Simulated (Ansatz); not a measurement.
## HCl: zone-centre modes at 6 GPa

Method: Ansatz, DFT PBEsol, scalar-relativistic, plane waves, PAW. Cutoff 420 eV, 8×8×8 k-points (Γ-centred), fixed occupations. No spin polarisation. Phonons by linear response, acoustic sum rule imposed.

The cell, relaxed at 6 GPa:
```yaml
crystal:
  lattice:
    - [-1.68788, 1.68788, 2.36056]
    - [1.68788, -1.68788, 2.36056]
    - [1.68788, 1.68788, -2.36056]
  atoms:
    - { symbol: H, position: [0.69576, 0.69576, 0.00000] }
    - { symbol: Cl, position: [0.97224, 0.97224, 0.00000] }
```

The crystal is built of molecules and no dispersion correction was added, so the binding between them is poorly described, and with it their spacing and whatever depends on it. Other phases may be more stable at this pressure.

(1) Give the high-frequency dielectric tensor ε∞.

(2) Give the Born effective charges.

(3) How large is the static dielectric tensor with the ions free to move, and what share of it is ionic?

Results:

(1)
```
3.08 0.00 0.00
0.00 3.08 0.00
0.00 0.00 3.22
```

(2)
```tsv
atom	Z*xx	Z*yy	Z*zz	mean
H (atom 1)	0.45	0.45	0.66	0.52
Cl (atom 2)	-0.45	-0.45	-0.66	-0.52
```

(3)
```
20.3  0.0  0.0
 0.0 20.3  0.0
 0.0  0.0  3.3
```
The ions give 79 % of its trace.

Whether HCl exists in this form wasn't checked.